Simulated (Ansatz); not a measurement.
A: Ru (hcp, Mg type), a = 2.7222 Å, b = 2.7222 Å, c = 4.2908 Å, α = 90.00°, β = 90.00°, γ = 120.00°
B: TaSiAs (space group P4/nmm), a = 3.514 Å, b = 3.514 Å, c = 7.925 Å, α = 90.00°, β = 90.00°, γ = 90.00°
C: PtPb (NiAs type), a = b = 4.384 Å, c = 5.557 Å, α = β = 90.00°, γ = 120.00°
D: SrTl₂ (space group P6_3/mmc), a = 5.2227 Å, b = 5.2227 Å, c = 8.3780 Å, α = 90.00°, β = 90.00°, γ = 120.00°
E: Co (hcp, Mg type), a = b = 2.494 Å, c = 4.032 Å, α = β = 90.00°, γ = 120.00°

Scan: energy over volume and axial ratio (atoms clamped). All come from one method, each on a k mesh of its own. All were relaxed with their symmetry unable to fall. PtPb is run without spin polarisation. Relaxed Co ends ferromagnetic. Ru is run without spin polarisation. Spin-orbit coupling is left out. TaSiAs is run without spin polarisation. Other magnetic orders were not checked, so this need not be the ground state. (This holds for the magnetic or f-shell members.)

Problem. Order them by modulus against c/a change at fixed volume, (3/4V)·∂²E/∂(ln c/a)² (fitted) (lowest first) at the level PBE (plane waves to 420 eV, PAW, scalar-relativistic; Ansatz, a first-principles code).

Solution. D (18 GPa), C (57 GPa), B (122 GPa), E (146 GPa), A (223 GPa)

(Under strain, the slope of the energy per volume gives the stress and its curvature an elastic modulus.)
